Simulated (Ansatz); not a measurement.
TaS₂ (CdI2 type)

```xyz
3
Lattice="3.3294 0.0000 0.0000 -1.6647 2.8833 0.0000 0.0000 0.0000 5.7862" Properties=species:S:1:pos:R:3 pbc="T T T"
Ta     0.0000     0.0000     0.0000
S      0.0000     1.9222     1.5443
S      1.6647     0.9611     4.2418
```

The volume is varied about the relaxed value V₀ at fixed cell shape. The atoms relax within the cell's symmetry.

Calculation: PBE-D3(BJ) (plane waves to 420 eV, PAW, scalar-relativistic; Ansatz, a first-principles code). k mesh 16×16×8 (Γ-centred), Fermi-Dirac smearing 0.05 eV. E stands for the smeared free energy. Stress and pressure are positive under compression. With the shape held, the modulus is that of even scaling; a crystal free to change shape is softer. Spin-orbit coupling is left out, though Ta is heavy. TaS2 is run without spin polarisation. TaS2 was relaxed with its symmetry unable to fall. The PAW data are Ansatz's earlier set. ΔE is measured from the relaxed starting cell. The last digit holds for this mesh only.

```tsv
V (Å³/atom)	ΔE (meV/atom)
16.664	42.0
16.972	28.1
17.281	17.3
17.589	9.4
17.898	4.0
18.206	1.0
18.515	0.0
18.824	0.9
19.132	3.5
19.441	7.8
19.750	13.4
20.058	withheld
20.367	28.6
```

Fit a third-order Birch-Murnaghan form (E₀, V₀, B₀, B₀′ free) to the given rows and predict ΔE at V = 20.058.

Least squares on the 12 given rows: ΔE = E₀ + (9V₀B₀/16)·y²·[2 + (B₀′ − 4)y], y = (V₀/V)^(2/3) − 1, with V₀ = 18.514 Å³/atom, B₀ = 59.42 GPa (160.2 GPa = 1 eV/Å³; the term in eV is multiplied by 1000), B₀′ = 4.79, E₀ = -0.05 meV/atom; root-mean-square residual 0.04 meV/atom. At 20.058 the fit gives 20.4 meV/atom; the calculation gives 20.4 meV/atom, the same to the digits shown. For the pressure the fit gives -3.9 GPa against the computed -3.9 GPa.

(A scan under strain: stresses follow from slopes of the energy per volume, elastic moduli from its curvatures.)
